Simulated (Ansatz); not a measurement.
Relaxed-ion elastic tensor of C (diamond, Fd-3m) in GPa (Voigt order), plane-wave PAW LDA (Ansatz code); density 3.62 g/cm³, 5.51 Å³ per atom.

```json
[
 {"": "1", "1": "1110", "2": "149", "3": "149", "4": "0.0", "5": "0.0", "6": "0.0"},
 {"": "2", "1": "149", "2": "1110", "3": "149", "4": "0.0", "5": "0.0", "6": "0.0"},
 {"": "3", "1": "149", "2": "149", "3": "1110", "4": "0.0", "5": "0.0", "6": "0.0"},
 {"": "4", "1": "0.0", "2": "0.0", "3": "0.0", "4": "593", "5": "0.0", "6": "0.0"},
 {"": "5", "1": "0.0", "2": "0.0", "3": "0.0", "4": "0.0", "5": "593", "6": "0.0"},
 {"": "6", "1": "0.0", "2": "0.0", "3": "0.0", "4": "0.0", "5": "0.0", "6": "593"}
]
```

Q: Is the crystal mechanically stable?

A: Yes: the smallest eigenvalue of C is 593 GPa.

Q: Work out the Voigt, Reuss and Hill averages.

A: K_V = 467, K_R = 467, K_H = 467; G_V = 547, G_R = 541, G_H = 544 GPa.

Q: Give Young's modulus, Poisson's ratio, Pugh's ratio and the universal anisotropy index.

A: E = 9KG/(3K + G) = 1180 GPa; ν = 0.08; K/G = 0.86 (brittle by the Pugh limit of 1.75); A_U = 5G_V/G_R + K_V/K_R − 6 = 0.06.

Q: Estimate the sound speeds and the Debye temperature.

A: v_l = √((K + 4G/3)/ρ) = 18100 m/s, v_t = √(G/ρ) = 12300 m/s, mean 13400 m/s; Θ = (h/k)(3n/4πV)^(1/3) v_m = 2260 K.

Q: Give the Zener ratio and Young's modulus along [100], [110] and [111].

A: A = 2C44/(C11 − C12) = 1.24; 1/E = S11 − 2(S11 − S12 − S44/2)Γ with Γ = 0, 1/4, 1/3 gives 1070, 1200, 1250 GPa.

Q: Solve the Christoffel equation for the three sound speeds along [100], [110], [111].

A: Eigenvalues of C_ijkl n_j n_l equal ρv². In km/s, slowest first: [100] 12.80, 12.80, 17.47; [110] 11.49, 12.80, 18.35; [111] 11.94, 11.94, 18.64.

The cell was relaxed with LDA under the symmetry of its start.

Potentials: the later of the program's two PAW sets.
